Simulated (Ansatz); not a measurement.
Polymorphs of CsH, each relaxed with the program Ansatz at the r²SCAN level (PAW):

A: rock salt (Fm-3m)
a = 6.381 Å, b = 6.381 Å, c = 6.381 Å, α = 90.00°, β = 90.00°, γ = 90.00°

```tsv
atom	site	symmetry	x	y	z
Cs	4a	m-3m	0.0000	0.0000	0.0000
H	4b	m-3m	0.5000	0.5000	0.5000
```

B: CsCl type (Pm-3m)
a = b = c = 3.814 Å, α = β = γ = 90.00°

```csv
atom,site,symmetry,x,y,z
Cs,1a,m-3m,0.0000,0.0000,0.0000
H,1b,m-3m,0.5000,0.5000,0.5000
```

**Question.** Rank these by energy per atom at 0 K (lowest first), as r²SCAN gives it.

**Answer.** A (+0 meV/atom), B (+15 meV/atom)

**Question.** Give each one's gap.

**Answer.** A 2.68 eV; B 3.18 eV.

Standing as an ambient phase not checked: A; B. All cells were relaxed under the symmetry of their starts (and spin orders); stability against distortions was not tested throughout. Scalar-relativistic: spin–orbit coupling is off unless named, which matters more the heavier the elements.

Energies hold the estimated change up to a 700 eV cutoff; steps of a few meV lie near the error of the meshes.

Potentials: the later of the program's two PAW sets.
